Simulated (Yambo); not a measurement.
BSE-type run in Yambo on Si (diamond, space group Fd-3m, No. 227) under isotropic strain of +2 % on all lattice vectors, at zero momentum.

Quantum ESPRESSO step (PBEsol, PseudoDojo standard norm-conserving files, scalar-relativistic):
```
&CONTROL
  calculation = 'nscf'
  pseudo_dir = './pseudo'
  outdir = './out'
/
&SYSTEM
  ibrav = 0
  nat = 2
  ntyp = 1
  ecutwfc = 36.0
  ecutrho = 144.0
  occupations = 'fixed'
  force_symmorphic = .true.
  nbnd = 22
/
&ELECTRONS
  conv_thr = 2e-09
  diago_full_acc = .true.
  diago_thr_init = 1e-08
/
ATOMIC_SPECIES
Si 28.0850 Si.upf
CELL_PARAMETERS angstrom
  0.000000000000   2.770464312441   2.770464312441
  2.770464312441   0.000000000000   2.770464312441
  2.770464312441   2.770464312441   0.000000000000
ATOMIC_POSITIONS crystal
Si   0.749999787868   0.749999787868   0.749999787868
Si   0.499999787868   0.499999787868   0.499999787868
K_POINTS automatic
10 10 10 0 0 0
```

Yambo input:
```
rim_cut
optics
bse
bss
dipoles
em1s
RandQpts= 1000000
RandGvec= 1 Ry
FFTGvecs= 36 Ry
Chimod= "HARTREE"
BSKmod= "SEX"
BSEmod= "resonant"
BSSmod= "hs"
BSENGexx= 15 Ry
BSENGBlk= 4 Ry
% KfnQP_E
 0.69 | 1.0 | 1.0 |
%
% BSEQptR
 1 | 1 |
%
% BSEBands
 2 | 7 |
%
% BEnRange
 0.0 | 8.1 | eV
%
% BDmRange
 0.15 | 0.15 | eV
%
BEnSteps= 162
% BLongDir
 1.0 | 0.0 | 0.0 |
%
BSHayTrs= -0.02
BSSNEig= 24
WRbsWF
% BndsRnXs
 1 | 18 |
%
NGsBlkXs= 4 Ry
% LongDrXs
 1.0 | 1.0 | 1.0 |
%
```

From the report:

The dimension is k points × valence × conduction bands = 1000 × 3 × 3 = 9000.
```
   [SLEPC] Approach                          : Krylov-Schur
   [SLEPC] Number of requested eigenvalues   :  24
   [SLEPC] Number of eigenvalues        [NEV]:  24
    [K] Dimension                                    :   9000
    [K] Bands                                        :   2   7
    [K] Exchange res                                 : yes
    [K] Correlation res                              : yes
    [K] W interaction is bare                        : no
    [K] RL vectors exchange                          :  307
    [K] RL vectors correlation                       :   59
    [W] Matrix size                                  :   59
    [W] Bands                                        :   1  18
    [W] Coulomb Cutoff                               : none
    [W] Hxc Kernel                                   : HARTREE
```

Geometry strained from the cell relaxed with PBEsol, atoms relaxed again.
